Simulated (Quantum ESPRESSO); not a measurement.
# Band energies of MgTe

```xyz
2
Lattice="0.0000 3.2193 3.2193 3.2193 0.0000 3.2193 3.2193 3.2193 0.0000" Properties=species:S:1:pos:R:3 pbc="T T T"
Mg     0.0000     0.0000     0.0000
Te     1.6096     1.6096     1.6096
```

norm-conserving PBE (stringent potentials; Quantum ESPRESSO, 107 Ry, without SOC); path ΓXWKΓLUWLK,UX; energies in eV from the valence-band maximum.

```csv
k (1/Å),point,band 13,band 14,band 15,band 16,band 17,band 18,band 19,band 20
0.00,Γ,-35.08,-10.23,0.00,0.00,0.00,2.46,5.48,5.48
0.43,,-35.08,-9.93,-1.68,-0.58,-0.58,4.13,4.27,6.69
0.98,X,-35.08,-9.42,-3.07,-1.19,-1.19,2.84,3.55,9.69
1.46,W,-35.08,-9.41,-2.71,-1.90,-1.47,4.59,5.68,6.22
1.58,,-35.08,-9.42,-2.75,-1.91,-1.34,4.27,5.41,6.55
1.81,K,-35.08,-9.43,-2.83,-1.96,-0.96,3.46,5.25,7.97
2.12,,-35.08,-9.61,-2.66,-1.67,-0.50,4.27,5.86,6.27
2.53,,-35.08,-10.07,-1.26,-0.40,-0.06,3.61,5.23,5.72
2.84,Γ,-35.08,-10.23,0.00,0.00,0.00,2.46,5.48,5.48
3.06,,-35.08,-10.15,-0.78,-0.07,-0.07,3.11,5.43,5.66
3.58,,-35.08,-9.65,-3.16,-0.41,-0.41,3.27,5.57,5.57
3.69,L,-35.08,-9.62,-3.25,-0.42,-0.42,3.24,5.54,5.54
4.09,,-35.08,-9.50,-2.91,-1.72,-0.76,3.83,5.70,6.90
4.29,U,-35.08,-9.43,-2.83,-1.96,-0.96,3.46,5.25,7.97
4.52,,-35.08,-9.42,-2.75,-1.91,-1.34,4.27,5.41,6.55
4.63,W,-35.08,-9.41,-2.71,-1.90,-1.47,4.59,5.68,6.22
5.03,,-35.08,-9.55,-3.04,-1.29,-0.69,4.20,4.92,6.46
5.32,L,-35.08,-9.62,-3.25,-0.42,-0.42,3.24,5.54,5.54
5.49,,-35.08,-9.60,-3.18,-0.80,-0.50,3.67,5.22,5.82
5.92,K,-35.08,-9.43,-2.83,-1.96,-0.96,3.46,5.25,7.97
5.92,U,-35.08,-9.43,-2.83,-1.96,-0.96,3.46,5.25,7.97
6.26,X,-35.08,-9.42,-3.07,-1.19,-1.19,2.84,3.55,9.69
```

The PBE gap is direct, 2.46 eV at Γ.

Spin-orbit coupling is left out, which matters for elements this heavy: edges can move by tenths of an eV.

Geometry relaxed with PBEsol.

This is not the ordinary phase of the substance; no match was found in the copy of COD used, and its stability was not checked.
